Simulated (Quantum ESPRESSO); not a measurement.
Inputs of pw.x and gipaw.x (a modified build of Quantum ESPRESSO, PBE) for NaI; the starting potential comes from an earlier run on another mesh:

```
&CONTROL
  calculation = 'scf'
  prefix = 'x'
  pseudo_dir = './pseudo'
  outdir = './out'
  tprnfor = .true.
/
&SYSTEM
  ibrav = 0
  nat = 2
  ntyp = 2
  ecutwfc = 60
  ecutrho = 240
  occupations = 'fixed'
  nbnd = 8
/
&ELECTRONS
  conv_thr = 1e-11
  startingpot = 'file'
/
ATOMIC_SPECIES
Na 22.990 Na.GGA_PBE-JTH.UPF
I 126.904 I.GGA_PBE-JTH.UPF
CELL_PARAMETERS angstrom
    0.000000000000     3.218655000000     3.218655000000
    3.218655000000     0.000000000000     3.218655000000
    3.218655000000     3.218655000000     0.000000000000
ATOMIC_POSITIONS crystal
Na     0.000000000000     0.000000000000     0.000000000000
I      0.500000000000     0.500000000000     0.500000000000
K_POINTS automatic
5 5 5 1 1 1
```

```
&INPUTGIPAW
  job = 'nmr'
  prefix = 'x'
  tmp_dir = './out/'
  restart_mode = 'from_scratch'
  pawproj(1) = .true.
  pawproj(2) = .true.
  use_nmr_macroscopic_shape = .false.
/
```

The cell comes from the Materials Project (a computed structure). It is NaI in Fm-3m. Stability against distortions was not tested.

Task: Give the final section of the GIPAW output.

Result: 
```
     f-sum rule (should be   -13.1065):
           -13.1060          0.0000          0.0000
             0.0000        -13.1060          0.0000
             0.0000          0.0000        -13.1060

     Total NMR chemical shifts in ppm: ---------------------------------------
     (adopting the Simpson convention for anisotropy and asymmetry)-----------

     Atom  1  Na  pos: (  0.000000  0.000000  0.000000)  Total sigma:         543.11
           543.1060         -0.0000          0.0000
             0.0000        543.1060          0.0000
             0.0000         -0.0000        543.1060

     Na      1    anisotropy:      0.00    eta:    0.0000
     Na      1    sigma_11=    543.11
     Na      1    sigma_22=    543.11
     Na      1    sigma_33=    543.11

     Atom  2  I   pos: (  0.707107  0.707107  0.707107)  Total sigma:        4787.17
          4787.1669         -0.0000         -0.0000
            -0.0000       4787.1669         -0.0000
            -0.0000         -0.0000       4787.1669

     I       2    anisotropy:     -0.00    eta:    0.0000
     I       2    sigma_11=   4787.17
     I       2    sigma_22=   4787.17
     I       2    sigma_33=   4787.17
```
The printed anisotropy is 3/2 (σ_33 − σ_iso) in the program's own order; the axes are left out here. All sites are cubic, so the anisotropy vanishes by symmetry. Shieldings are absolute and leave out the bulk-susceptibility term; a larger σ means a smaller chemical shift. In our sweeps, cutoffs and meshes of this size left a few ppm, and up to some 20 ppm on atoms from Zn on. No spin–orbit coupling; I is the heaviest element present. The datasets of Na, I hold no d projectors, which limits absolute σ on these atoms.
